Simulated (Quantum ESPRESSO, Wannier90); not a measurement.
**SnS₂ (CdI2 type): Wannier90 run**

```
CELL_PARAMETERS angstrom
      3.67431     0.00000     0.00000
     -1.83716     3.18205     0.00000
      0.00000     0.00000     6.22883
ATOMIC_POSITIONS crystal
  Sn 0.00000 0.00000 0.00000
  S  0.33333 0.66667 0.23465
  S  0.66667 0.33333 0.76535
```

Materials Project entry mp-1170; symmetrised, unrelaxed at this level. COD (Crystallography Open Database) has an entry of this formula and space group (matched by these alone). Computed values, not measurements, from LDA: Quantum ESPRESSO (norm-conserving PseudoDojo potentials, cutoff 58 Ry, no spin polarisation, no spin-orbit coupling) on a Γ-centred 12×12×4 mesh, then Wannier90. Density: 12×12×6 mesh, cold smearing 0.01 Ry. The cell is built of weakly bound layers, chains or molecules, whose nearest atoms lie 3.93 Å apart. Database cells relaxed without dispersion often hold them too far apart, which can enlarge gaps and weakens couplings between them; spacing and stacking were not compared with the measured crystal. Spin-orbit coupling is left out although heavy elements are present.

Functional, cutoff and mesh named above are those of the base row (12×12×4); the first column says what each row takes instead. Model: 8 functions from bands 6-13, start SCDM (isolated) (the valence bands). Energies are relative to the valence-band maximum; the misfit is to pw.x on a path, for all bands of the set. Only the mesh of Bloch states changes. Ω_total can sit in another minimum from row to row; Ω_I of an isolated set cannot.

```tsv
mesh	Ω_I (Å²)	Ω_total (Å²)	rms misfit (meV)	k-points (cost)	rough cost of nscf and overlaps (first row = 1)
5×5×2	10.75	12.24	31	50	1.0
6×6×2	11.09	12.56	11	72	1.6
8×8×3	11.77	13.16	12	192	4
10×10×3	___	13.33	12	300	6
12×12×4	12.22	13.57	1.1	576	10
14×14×5	12.36	13.69	1.5	980	17
```

Question: Some entries are withheld; supply them.

Answer: 
- 10×10×3, Ω_I (Å²): 11.96
